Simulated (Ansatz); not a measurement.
PbI2 (CdI2 type, space group No. 164), plane-wave PAW LDA (Ansatz code). The conduction-band minimum lies at A, with 1 equivalent valley. Second derivatives d²E/dk² of the lowest band at one valley (eV·Å²), along Cartesian directions:

| direction | d²E/dk² |
|---|---|
| [100] | 37.16 |
| [010] | 37.16 |
| [001] | 8.860 |
| [110] | 37.16 |
| [101] | 23.01 |
| [011] | 22.98 |

Find the principal effective masses, the density-of-states mass and the conductivity mass.

Off-diagonal terms follow from H_xy = H[110] − (H_xx + H_yy)/2, and m*/mₑ = 7.620 eV·Å² over each eigenvalue: 0.21, 0.21, 0.86. One valley's DOS mass (m₁m₂m₃)^(1/3) = 0.33, conductivity mass 3/(Σ 1/mᵢ) = 0.27 mₑ.

What effective density of states Nc follows at 300 K for parabolic valleys?

Nc = 2.509e19 × 1 × (0.33)^(3/2) ≈ 4.8e18 cm⁻³.

Space group P-3m1 (CdI2 type). The LDA relaxation kept the symmetry of its start. A crystal of weakly bound layers computed without a dispersion correction: the cell and the soft elastic constants depend strongly on that. Scalar-relativistic: spin–orbit coupling is off unless named, which matters more the heavier the elements.

Potentials: the later of the program's two PAW sets.

Edges and masses are those of Kohn–Sham bands, whose gap is no quasiparticle gap.
